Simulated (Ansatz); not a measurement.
From the elastic tensor of NbH₂ at 3 GPa (stress–strain coefficients) to moduli and sound speeds

These are results of Ansatz 0.2.0, DFT LDA, scalar-relativistic, plane waves, PAW, not measurements. Plane waves to 420 eV; Γ-centred k mesh 16×16×16; Fermi-Dirac smearing of 0.15 eV. No spin polarisation.

Symmetry: Fm-3m, No. 225, cubic system. Conventional cell: a = 4.476 Å, b = 4.476 Å, c = 4.476 Å, α = 90.00°, β = 90.00°, γ = 90.00°. Nb (site symmetry m-3m) is surrounded by 8 H at 1.94 Å. H (site symmetry -43m) is surrounded by 4 Nb at 1.94 Å.

In a metal, frequencies and elastic constants depend on the k mesh and the smearing, soft modes and shear constants most.

Relaxed-ion constants (GPa, on the Cartesian axes of the calculation):
C11 = 303.9, C12 = 163.2, C13 = 163.2, C22 = 303.9, C23 = 163.2, C33 = 303.9, C44 = 90.8, C55 = 90.8, C66 = 90.8 GPa; the others vanish.

Density 7.031 g/cm³; 3 atoms in 22.42 Å³.

The values that follow are for a polycrystal of randomly turned grains, by Hill's mean where one number stands.

| Item | Value |
| --- | --- |
| Bulk modulus, Voigt / Reuss / Hill | 210.1 / 210.1 / 210.1 GPa |
| Shear modulus, Voigt / Reuss / Hill | 82.6 / 81.3 / 82.0 GPa |
| Young's modulus | 218 GPa |
| Poisson ratio | 0.327 |
| Pugh ratio B/G | 2.56 |
| Universal anisotropy index | 0.08 |
| Longitudinal and transverse sound speeds | 6740 and 3415 m/s |
| Debye temperature from the mean sound speed | 583 K |

Cost: 1 run of about 1.2 core-minutes, on Arm Neoverse V1 (shared hosts).